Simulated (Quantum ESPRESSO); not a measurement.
pw.x input (Quantum ESPRESSO 7.5; PBEsol, PseudoDojo standard norm-conserving files, scalar-relativistic):

```
&CONTROL
  calculation = 'scf'
  pseudo_dir = './pseudo'
  outdir = './out'
  tprnfor = .true.
  tstress = .true.
/
&SYSTEM
  ibrav = 0
  nat = 6
  ntyp = 2
  ecutwfc = 84.0
  ecutrho = 336.0
  occupations = 'smearing'
  smearing = 'fd'
  degauss = 0.002
  nbnd = 46
/
&ELECTRONS
  conv_thr = 6e-10
/
ATOMIC_SPECIES
S 32.0600 S.upf
Zn 65.3800 Zn.upf
CELL_PARAMETERS angstrom
  1.903070015000   1.098737985000   9.351947000000
 -1.903070015000   1.098737985000   9.351947000000
  0.000000000000  -2.197475971000   9.351947000000
ATOMIC_POSITIONS crystal
S   0.916727000000   0.916727000000   0.916727000000
S   0.472153000000   0.472153000000   0.472153000000
S   0.694637000000   0.694637000000   0.694637000000
Zn   0.000030000000   0.000030000000   0.000030000000
Zn   0.777727000000   0.777727000000   0.777727000000
Zn   0.555383000000   0.555383000000   0.555383000000
K_POINTS automatic
8 8 8 0 0 0
```

End of the output:

```

[...]
     the Fermi energy is     8.0525 ev
!    total energy              =   -1319.96111174 Ry
     estimated scf accuracy    <          9.0E-11 Ry
     smearing contrib. (-TS)   =      -0.00000000 Ry
     internal energy E=F+TS    =   -1319.96111174 Ry
     The total energy is F=E-TS. E is the sum of the following terms:
     one-electron contribution =   -1074.27854107 Ry
     hartree contribution      =     552.09452655 Ry
     xc contribution           =    -152.47600454 Ry
     ewald contribution        =    -645.30109267 Ry
     convergence has been achieved in  11 iterations
     Forces acting on atoms (cartesian axes, Ry/au):
     atom    1 type  1   force =     0.00000000    0.00000000   -0.00016067
     atom    2 type  1   force =     0.00000000    0.00000000   -0.00005588
     atom    3 type  1   force =     0.00000000    0.00000000   -0.00038707
     atom    4 type  2   force =    -0.00000000    0.00000000    0.00004338
     atom    5 type  2   force =     0.00000000    0.00000000    0.00006184
     atom    6 type  2   force =     0.00000000    0.00000000    0.00049839
     Total force =     0.000658     Total SCF correction =     0.000020
     Computing stress (Cartesian axis) and pressure
          total   stress  (Ry/bohr**3)                   (kbar)     P=      -13.65
  -0.00009334  -0.00000000   0.00000000          -13.73       -0.00        0.00
   0.00000000  -0.00009334  -0.00000000            0.00      -13.73       -0.00
  -0.00000000  -0.00000000  -0.00009168           -0.00       -0.00      -13.49
```
In a gapped system the printed Fermi energy is only some level inside the gap.

Geometry of the Materials Project entry, not relaxed at this level.
